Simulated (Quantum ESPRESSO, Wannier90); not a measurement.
Wannierisation of Al$_{2}$InN$_{3}$ (Cmc2₁)

```xyz
12
Lattice="4.8800 -2.8055 0.0000 4.8800 2.8055 0.0000 0.0000 0.0000 5.1995" Properties=species:S:1:pos:R:3 pbc="T T T"
Al     1.6760     0.9156     2.5562
Al    -1.6760    -0.9156    -0.0435
Al    -1.6760     0.9156     2.5562
Al     1.6760    -0.9156    -0.0435
In     0.0000    -1.8063     2.5289
In     0.0000     1.8063    -0.0708
N      1.8083     0.8321    -0.7498
N     -1.8083    -0.8321     1.8500
N     -1.8083     0.8321    -0.7498
N      1.8083    -0.8321     1.8500
N      0.0000    -1.6726    -0.4848
N      0.0000     1.6726     2.1149
```

Cell from Materials Project (mp-1246874), symmetrised, no further relaxation. Not found in the COD (Crystallography Open Database) copy used; not checked further. Method: PBEsol plane waves in Quantum ESPRESSO 7.5 (PseudoDojo norm-conserving files, 68 Ry, no spin polarisation, no spin-orbit coupling), Bloch states on a 6×6×6 mesh through Γ, Wannier90 4.0.1. Density: 6×6×6 mesh, cold smearing 0.01 Ry. Spin-orbit coupling is left out although heavy elements are present.

postw90 (berry_task = kubo; independent particles, width 0.1 eV, no gap correction, excitons or local fields) prints σ_xx for one spin direction:

| ħω (eV) | Re σ (S/cm) | Im σ (S/cm) |
|---|---|---|
| 0.10 | 0 | -27 |
| 3.25 | 294 | -1130 |
| 6.45 | 3360 | -1050 |

Question: Work out the dielectric function, refractive index, reflectivity and absorption coefficient at these energies.

Answer: ε = 1 + iσ/(ε0 ω), so ε₂ = Re σ/(ε0 ω) and ε₁ = 1 − Im σ/(ε0 ω); ε0 ω = 134.5 S/cm × ħω in eV, and σ is doubled for both spins.
- 0.10 eV: ε₁ = 5.0, ε₂ = 0.0; n + ik = √ε = 2.24 + 0.00i; R = 15 %
- 3.25 eV: ε₁ = 6.2, ε₂ = 1.3; n + ik = √ε = 2.50 + 0.27i; R = 19 %; α = 2ωk/c = 89000 cm⁻¹
- 6.45 eV: ε₁ = 3.4, ε₂ = 7.7; n + ik = √ε = 2.44 + 1.59i; R = 32 %; α = 2ωk/c = 1000000 cm⁻¹
The model holds its own bands alone, so ε₁ lacks the part of higher transitions, and near sharp peaks it hangs on the broadening.
